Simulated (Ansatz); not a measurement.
ReO3-type MoI3

The computed numbers are results of PBE+U (U_eff = 4.4 eV on Mo 4d), scalar-relativistic (collinear spin) in the plane-wave PAW code Ansatz at 420 eV, 6×6×6 k-mesh, Gaussian smearing of 0.05 eV; PAW files: Ansatz's generated set soft_2.

```
Mo I
1.0
     5.81509    0.00000    0.00000
     0.00000    5.81509    0.00000
     0.00000    0.00000    5.81509
Mo I
1 3
Direct
  0.00000 0.00000 0.00000
  0.50000 0.00000 0.00000
  0.00000 0.00000 0.50000
  0.00000 0.50000 0.00000
```

The cell came from substitution into a structure type; no database entry of this phase was matched, which doesn't show that none exists. The ideal cubic cell shuts out tilts of the octahedra, which such structures often take.

Magnetic state: ferromagnetic, site spin moments Mo 3.13; I -0.16 μB.

The cell above was scaled in volume, its shape and atoms being fixed by the lattice's symmetry. Energies are counted from the cell above.

```tsv
V (Å³/atom)	ΔE (meV/atom)	P from the stress (GPa)
46.456	10.36	1.33
47.193	5.21	0.91
48.176	1.20	0.41
49.160	0.00	-0.01
50.143	1.24	-0.39
51.126	4.68	-0.73
52.601	13.46	-1.16
54.076	25.85	-1.50
```

Q: Do the energies and the pressures agree? Compare −ΔE/ΔV between neighbouring points (1 meV/Å³ = 0.1602 GPa) with the mean of their pressures.

A: 
```json
{"interval (Å³/atom)": "46.46 to 47.19", "−ΔE/ΔV (GPa)": "1.1", "mean P (GPa)": "1.1"}
{"interval (Å³/atom)": "47.19 to 48.18", "−ΔE/ΔV (GPa)": "0.7", "mean P (GPa)": "0.7"}
{"interval (Å³/atom)": "48.18 to 49.16", "−ΔE/ΔV (GPa)": "0.2", "mean P (GPa)": "0.2"}
{"interval (Å³/atom)": "49.16 to 50.14", "−ΔE/ΔV (GPa)": "-0.2", "mean P (GPa)": "-0.2"}
{"interval (Å³/atom)": "50.14 to 51.13", "−ΔE/ΔV (GPa)": "-0.6", "mean P (GPa)": "-0.6"}
{"interval (Å³/atom)": "51.13 to 52.60", "−ΔE/ΔV (GPa)": "-1.0", "mean P (GPa)": "-0.9"}
{"interval (Å³/atom)": "52.60 to 54.08", "−ΔE/ΔV (GPa)": "-1.3", "mean P (GPa)": "-1.3"}
```
They differ by 0.01 GPa at most.

Q: What do the two routes give for V0, B0 and B0′?

A: A third-order Birch–Murnaghan fit of the energies: V0 = 49.13 Å³/atom, B0 = 20 GPa, B0′ = 5.2. A polynomial of P in ln V, with B = −dP/d ln V at P = 0: V0 = 49.12 Å³/atom, B0 = 20 GPa, B0′ = 5.5.

The largest spin moment goes from 3.01 to 3.33 μB along the curve.

B0·V0 = 20.3 GPa × 49.13 Å³ = 6.23 eV/atom sets the scale: near the minimum ΔE ≈ ½ B0 V0 x², with x = V/V0 − 1, and a pressure of 0.20 GPa squeezes the volume by about 1 %. At the ends of the curve: x = −5.4 % predicts 9.2 meV/atom and the run gives 10.4; x = +10.1 % predicts 31.5 meV/atom and the run gives 25.8. The lopsidedness is anharmonic: atoms resist being pushed together more than being pulled apart.

The largest site moment grows with the volume while the cell's goes from 3.18 to 3.10 μB.

Open d and f shells can converge to several self-consistent states; this is the one that the run reached. The moments change along the equation of state, so B0 holds a magnetic softening and is less sure. Scalar-relativistic only: spin–orbit splittings of the heavy atoms' levels are missing. The program warned that the potential is rough where the density is thin (voids or gaps), so long spacings are poorly fixed. Site moments are of spin, integrated over atomic spheres. The moments were started parallel, and the real magnetic order may be another. The run is a metal.
